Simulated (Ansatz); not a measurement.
Ge2Pt:
```cif
data_Ge4Pt2
_chemical_formula_sum 'Ge4 Pt2'
_space_group_name_H-M_alt 'P 1'
_space_group_IT_number 1
_cell_length_a 5.77930
_cell_length_b 6.20195
_cell_length_c 2.92034
_cell_angle_alpha 90.000
_cell_angle_beta 90.000
_cell_angle_gamma 90.000
loop_
_space_group_symop_operation_xyz
  'x, y, z'
loop_
_atom_site_label
_atom_site_type_symbol
_atom_site_fract_x
_atom_site_fract_y
_atom_site_fract_z
_atom_site_occupancy
Ge1 Ge 0.83283 0.37208 0.00000 1
Ge2 Ge 0.16717 0.62792 0.00000 1
Ge3 Ge 0.33283 0.12792 0.50000 1
Ge4 Ge 0.66717 0.87208 0.50000 1
Pt1 Pt 0.00000 0.00000 0.00000 1
Pt2 Pt 0.50000 0.50000 0.50000 1
```

Relaxed with PBEsol.

Task: Tabulate the valence density and the electron localisation function along the shortest Ge–Ge contact (2.50 Å), DFT-PBEsol in the program Ansatz with PAW potentials.

Result: 

```csv
distance from Ge (Å),density (e/Å³),ELF
0.25,27.56,0.01
0.38,12.09,0.04
0.50,4.54,0.13
0.63,1.86,0.27
0.75,0.99,0.41
0.88,0.66,0.50
1.00,0.54,0.59
1.13,0.49,0.70
1.25,0.47,0.76
1.38,0.49,0.70
1.50,0.54,0.59
1.63,0.66,0.50
1.75,0.99,0.41
1.88,1.86,0.27
2.00,4.54,0.13
2.13,12.09,0.04
2.25,27.56,0.01
```

The density is the valence pseudo-density with augmentation charge, so density and ELF within about 1 Å of a nucleus are not all-electron values.

Space group Pnnm. The workflow started from a Materials Project entry (that database holds measured and hypothetical structures alike); the Crystallography Open Database files this formula in space group No. 58, but the cells were not matched. Its standing as an ambient phase is unchecked. The PBEsol relaxation kept the symmetry of its start; its stability against distortions is not shown here. The run is not spin-polarised. Scalar-relativistic: spin–orbit coupling is off unless named, which matters more the heavier the elements.

Potentials: the later of the program's two PAW sets.
